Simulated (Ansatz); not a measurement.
Os:
```
Os
1.0
    2.71577     0.00000     0.00000
   -1.35789     2.35193     0.00000
    0.00000     0.00000     4.28979
Os
2
Cartesian
  0.00000   1.56795   3.21734
  1.35789   0.78398   1.07245
```

Relaxed with LDA. Special points in fractions of this cell's reciprocal vectors: Γ (0.000, 0.000, 0.000); M (0.500, 0.000, 0.000); K (0.333, 0.333, 0.000); A (0.000, 0.000, 0.500); L (0.500, 0.000, 0.500); H (0.333, 0.333, 0.500).

Q: List the band energies nearest the Fermi level at these points for LDA in the plane-wave PAW code Ansatz.

A: In eV from the Fermi level; about four levels below and three above (degenerate sets whole), none deeper than 8.9 eV; … stands for higher levels left out; points with the same levels are listed once.

```json
[
 {"k": "Γ", "below": "-2.35 -2.35 -1.67 -1.67", "above": "0.05 …"},
 {"k": "M", "below": "-3.72 -2.97 -2.68 -1.98", "above": "2.07 2.66 2.79"},
 {"k": "K", "below": "-4.77 -3.57 -3.57 -1.43", "above": "1.48 1.48 2.10"},
 {"k": "A", "below": "-3.42 -3.42 -3.42 -3.42", "above": "…"},
 {"k": "L", "below": "-1.31 -1.31 -0.18 -0.18", "above": "2.42 2.42 …"},
 {"k": "H", "below": "-3.55 -3.55 -1.47 -1.47", "above": "1.62 1.62 …"}
]
```

Space group P6_3/mmc (hcp (Mg type)). The cell was relaxed with LDA under the symmetry of its start. No spin polarisation was allowed. Scalar-relativistic: spin–orbit coupling is off unless named, which matters more the heavier the elements.

Potentials: the earlier of the program's two PAW sets. The files were generated under PBE; for other functionals the program regenerates the frozen cores, and for LDA and PBEsol the local potential too.
